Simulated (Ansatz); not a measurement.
Below is a relaxed structure of Al5VN6. The cell was found from a structure generator's guess, not taken from experiment.

Method: DFT PBE, scalar-relativistic, plane waves, PAW in Ansatz. Cutoff 420 eV, Γ-centred mesh, Gaussian smearing, no spin polarisation.

```yaml
crystal:
  lattice:
    - [2.86895, 0.00000, 0.00000]
    - [-1.43448, 2.48458, 0.00000]
    - [0.00000, 0.00000, 14.26856]
  atoms:
    - { symbol: Al, position: [0.00000, 0.00000, 0.00000] }
    - { symbol: Al, position: [0.33333, 0.66667, 0.83518] }
    - { symbol: Al, position: [0.66667, 0.33333, 0.67015] }
    - { symbol: Al, position: [0.33333, 0.66667, 0.32985] }
    - { symbol: Al, position: [0.66667, 0.33333, 0.16482] }
    - { symbol: V, position: [0.00000, 0.00000, 0.50000] }
    - { symbol: N, position: [0.66667, 0.33333, 0.91761] }
    - { symbol: N, position: [0.00000, 0.00000, 0.75291] }
    - { symbol: N, position: [0.33333, 0.66667, 0.59044] }
    - { symbol: N, position: [0.66667, 0.33333, 0.40956] }
    - { symbol: N, position: [0.00000, 0.00000, 0.24709] }
    - { symbol: N, position: [0.33333, 0.66667, 0.08239] }
```

Formation energies are uncorrected and refer to the elements' standard structures at the same level (N₂ as a molecule).

**Question.** Find its symmetry and describe it.

**Answer.** P-3m1 (No. 164), with Al and V ordered on rock salt sites. Conventional cell: a = 2.869 Å, c = 14.269 Å. Al on a site of symmetry -3m has 6 N at 2.03 Å; around Al on a site of symmetry 3m lie 6 N at 2.03 Å; around V lie 6 N at 2.10 Å, 6 V at 2.87 Å and 6 Al at 2.94 Å; N on its first site has 6 Al at 2.03 Å; 3 more sites not described.

**Question.** How far does it lie from the elements in energy?

**Answer.** −1.14 eV/atom. A negative formation energy is needed for stability but isn't enough: competing phases decide.

**Question.** Is it a metal?

**Answer.** Yes, bands cross the Fermi level on the 18×18×4 mesh.

The last run used an 18×18×4 mesh (in the run's order of axes) for its 12-atom cell and Gaussian smearing of 0.10 eV. Trial moments died out on the coarse mesh, so the last step has no spin; another magnetic start might hold. Symmetry constrained the relaxation, so the result can be a saddle point.
